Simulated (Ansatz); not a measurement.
Sr$_{2}$ZnWO$_{6}$ in space group I4/m (No. 87; Pearson symbol tI20), DFT-r²SCAN in the program Ansatz with PAW potentials, all energies at zero smearing, with the estimated change up to a 700 eV cutoff added, with one set of potentials and settings (totals compare only within such a set). Cell of 10 atoms (2 Sr, 1 Zn, 1 W, 6 O): -24256.218 eV.

```tsv
element	reference phase	E (eV/atom)
Sr	P6_3/mmc, 2 atoms in the cell	-3555.1144
Zn	P6_3/mmc, 2 atoms in the cell	-3325.6729
W	Im-3m, 1 atoms in the cell	-10397.2967
O	C2/m, 4 atoms in the cell, spin-polarised	-566.0281
```

Formation energy per atom, worked out: (-24256.218 − 2×(-3555.1144) − 1×(-3325.6729) − 1×(-10397.2967) − 6×(-566.0281))/10 = -2.685 eV/atom (-259 kJ per mol of atoms), at 0 K, without zero-point energy or fitted corrections.

The first step of the workflow began from a Materials Project structure, measured or hypothetical; the Crystallography Open Database copy checked does not list it. COD files the formula under space group No. 14, 225, so this cell is another polymorph or a model. With Zn and W taken as one species the cell has the higher symmetry I4/mcm, so it may be an ordered model of a mixed-site phase. Whether it is the stable phase at ambient conditions was not checked. The cell was relaxed with r²SCAN under the symmetry of its start; whether a distortion lowers the energy is not shown. No spin polarisation was allowed. No Hubbard U is applied. The references are the lowest solids computed at this level, not always the standard phases (solids in place of the gases). Spin–orbit coupling is left out wherever it is not named.

Potentials: the later of the program's two PAW sets.
